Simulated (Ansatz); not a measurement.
Given:

ZnO:
```cif
data_O4Zn4
_chemical_formula_sum 'Zn4 O4'
_space_group_name_H-M_alt 'P63mc'
_space_group_IT_number 186
_space_group_name_Hall 'P 6c -2c'
_cell_length_a 3.22241
_cell_length_b 3.22241
_cell_length_c 10.47055
_cell_angle_alpha 90.000
_cell_angle_beta 90.000
_cell_angle_gamma 120.000
loop_
_atom_site_label
_atom_site_type_symbol
_atom_site_symmetry_multiplicity
_atom_site_Wyckoff_symbol
_atom_site_fract_x
_atom_site_fract_y
_atom_site_fract_z
_atom_site_occupancy
Zn1 Zn 2 a 0.00000 0.00000 0.00067 1
Zn2 Zn 2 b 0.33333 0.66667 0.25052 1
O1 O 2 a 0.00000 0.00000 0.31210 1
O2 O 2 b 0.33333 0.66667 0.06234 1
```

This is the PBEsol-relaxed structure.

### Question
All from PBEsol (plane waves, PAW; program Ansatz), unless another level is named. Predict the Born charges (a third of the trace).

### Answer
Zn +2.13 to +2.14, O -2.14 to -2.13 e.

### Question
Predict the largest static χ(2) component.

### Answer
140 pm/V.

### Question
And the electronic dielectric constant ε∞ (DFPT)?

### Answer
5.48 (xx = yy), 5.50 (zz).

Space group P6_3mc. A made-up cell: these elements were put on the sites of a structure type. Its sites differ from those of the usual phase in this space group: another stacking or structure type. The PBEsol relaxation kept the symmetry of its start; whether a distortion lowers the energy is not shown.

Potentials: the later of the program's two PAW sets.
